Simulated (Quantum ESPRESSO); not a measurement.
# Planted mistakes on one cell of NbHf3NO7

Calculated results; nothing here was measured. They come from pw.x of Quantum ESPRESSO 7.5, a plane-wave density functional program, with PseudoDojo standard norm-conserving files (v0.5 for PBE, v0.4.1 for LDA and PBEsol). The cells are made up: elements, strain and atom displacements were drawn at random, and nothing was relaxed. There is no spin polarisation, spin-orbit coupling or dispersion term.

The hafnium file is less sure than the others, with forces about 3 percent (worst 6) and pressure in oxides about 1.5 GPa (worst 2.7) from a second method in checks, which no rerun with the same files tests.

The cell has 12 sites of a rutile lattice (two cells along c). Sites 1 to 4 hold Nb Hf Hf Hf; sites 5 to 12 hold N O O O O O O O. Cell vectors in Å: (4.865, 0.000, 0.000); (0.000, 4.865, 0.000); (0.000, 0.000, 6.434). Settings: PBE, cutoff 1143 eV, 5 x 5 x 4 k mesh shifted by half a step, Fermi-Dirac smearing of 0.025 eV.

The intended run has a self-consistency threshold of 1e-07 eV, a smearing term of 0.000 eV, a pressure of -1.68 GPa and 16 iterations. Each further run changes one thing: all lengths scaled by 0.9848; atoms of sites 5 and 11 exchanged; cutoff 825 eV; files of PBEsol; k mesh 1 x 1 x 1; one electron removed; smearing 0.68 eV; threshold 0.9 eV. A coarse mesh keeps the shift, and a charged cell sits in a uniform background.

| run | change of free energy (eV) | smearing term -TS (eV) | change of P (GPa) | largest change of a force component (eV/Å) | iterations |
| --- | --- | --- | --- | --- | --- |
| A | 0.497 | 0.000 | -4.91 | 0.676 | 6 |
| B | -9.398 | -0.018 | -14.41 | 1.476 | 20 |
| C | -0.140 | 0.000 | 0.15 | 3.385 | 17 |
| D | -1.071 | -3.355 | 3.07 | 0.984 | 16 |
| E | 0.923 | 0.000 | 1.98 | 0.511 | 18 |
| F | 0.151 | 0.000 | 10.80 | 0.375 | 16 |
| G | 14.010 | 0.000 | -6.58 | 0.133 | 16 |
| H | 0.895 | 0.000 | -7.02 | 0.012 | 16 |

A rerun of the intended cell at 1467 eV and k mesh 7 x 7 x 6 moved values by no more than 0.004 eV in the cell's energy, 0.04 GPa in stress and 0.003 eV/Å in force.

Question: which change belongs to which run?

## Worked reading

Run A has the fewest iterations, as a run stopped early does. Run D has the largest smearing term, as wide smearing gives. Run F changes the volume by a factor of 0.9551; minus its pressure change over the logarithm of that factor, 235 GPa, is a rough bulk modulus with clamped atoms. Energies from files of another functional, or of a charged cell, have another zero and say nothing on stability; the pressure of a charged cell rests on the program's zero of potential too.

## Key

```
run,change
A,threshold 0.9 eV
B,one electron removed
C,atoms of sites 5 and 11 exchanged
D,smearing 0.68 eV
E,k mesh 1 x 1 x 1
F,all lengths scaled by 0.9848
G,files of PBEsol
H,cutoff 825 eV
```